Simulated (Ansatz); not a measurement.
AlN:
```yaml
crystal:
  lattice:
    - [2.66749, 0.00000, 0.00000]
    - [0.00000, 2.66749, 0.00000]
    - [0.00000, 0.00000, 3.99967]
  atoms:
    - { symbol: Al, position: [0.50000, 0.50000, 0.00000] }
    - { symbol: N, position: [0.00000, 0.00000, 0.00000] }
```

Relaxed with r²SCAN+D4. Special points in fractions of this cell's reciprocal vectors: Γ (0.000, 0.000, 0.000); X (0.000, 0.500, 0.000); M (0.500, 0.500, 0.000); Z (0.000, 0.000, 0.500); R (0.000, 0.500, 0.500); A (0.500, 0.500, 0.500).

Task: List the band energies nearest the valence-band maximum at these points for r²SCAN+D4 in the plane-wave PAW code Ansatz.

Result: In eV from the valence-band maximum; about four levels below and three above (degenerate sets whole), none deeper than 8.9 eV; … stands for higher levels left out; points with the same levels are listed once.

| k | below | above |
|---|---|---|
| Γ | -3.69 -1.15 -1.15 | 0.76 9.10 … |
| X | -7.87 -1.64 -0.75 | 5.39 5.61 … |
| M | -6.07 -6.07 0.00 | 3.41 10.28 … |
| Z | -5.31 -1.12 -1.12 | 5.54 5.61 … |
| R | -7.66 -2.47 -0.73 | 2.06 10.04 … |
| A | -5.97 -5.97 -0.44 | 4.79 6.71 … |

Space group P4/mmm. A made-up cell: these elements were put on the sites of a structure type; neither database checked (COD, Materials Project) lists it. It is not the phase usual at ambient conditions (space group No. 186, 216). Symmetry was held in the r²SCAN+D4 relaxation. At this level the phase is dynamically unstable (imaginary phonons).

Potentials: the later of the program's two PAW sets.
